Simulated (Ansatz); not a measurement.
**P, one cell by several methods**

```xyz
1
Lattice="4.2729 0.0000 0.0000 0.0000 4.2729 0.0000 0.0000 0.0000 4.3780" Properties=species:S:1:pos:R:3 pbc="T T T"
P     0.0000    0.0000    0.0000
```

The geometry is COD entry 1534547, unchecked; take it as a test cell.

Methods: DFT, PBEsol, PAW with Ansatz's default frozen-core files, scalar-relativistic (Ansatz 0.2.0); DFT, PBEsol, all-electron PAW with datasets made for the crystal, scalar-relativistic (Ansatz 0.2.0); DFT, PBEsol, all-electron LAPW, scalar-relativistic (Ansatz 0.2.0).

For PAW: a Γ-centred 10×10×9 k mesh, Fermi–Dirac smearing of 0.08 eV, cutoff 420 eV, no spin polarisation; the PAW files were made with PBE, and the program remakes their frozen cores for this functional. The crystal-made all-electron datasets (AE datasets) take a cutoff of 140 eV at this cell. LAPW targets a basis error of 0.25 meV/atom. The Ansatz runs share mesh, smearing and spin set-up. Plane-wave (PAW) pressures include the program's estimate of the Pulay term.

Stress and pressure are positive in compression.

Levels count from the Fermi level.

```json
{"quantity": "pressure (GPa)", "PAW": "-3.78", "AE datasets": "-3.78", "LAPW": "-3.78"}
{"quantity": "stress xx (GPa)", "PAW": "-3.94", "AE datasets": "-3.94", "LAPW": "-3.94"}
{"quantity": "stress zz (GPa)", "PAW": "-3.47", "AE datasets": "-3.47", "LAPW": "-3.47"}
{"quantity": "highest filled level at A (eV)", "PAW": "-0.240", "AE datasets": "-0.240", "LAPW": "-0.240"}
{"quantity": "lowest empty level at A (eV)", "PAW": "6.850", "AE datasets": "6.849", "LAPW": "6.849"}
{"quantity": "highest filled level at M (eV)", "PAW": "-0.536", "AE datasets": "-0.536", "LAPW": "-0.536"}
{"quantity": "lowest empty level at M (eV)", "PAW": "0.731", "AE datasets": "0.731", "LAPW": "0.731"}
{"quantity": "highest filled level at X (eV)", "PAW": "-0.835", "AE datasets": "-0.835", "LAPW": "-0.835"}
{"quantity": "lowest empty level at X (eV)", "PAW": "0.596", "AE datasets": "0.596", "LAPW": "0.596"}
```

PAW's pressure differs from the LAPW value by about 0.01 GPa or less.
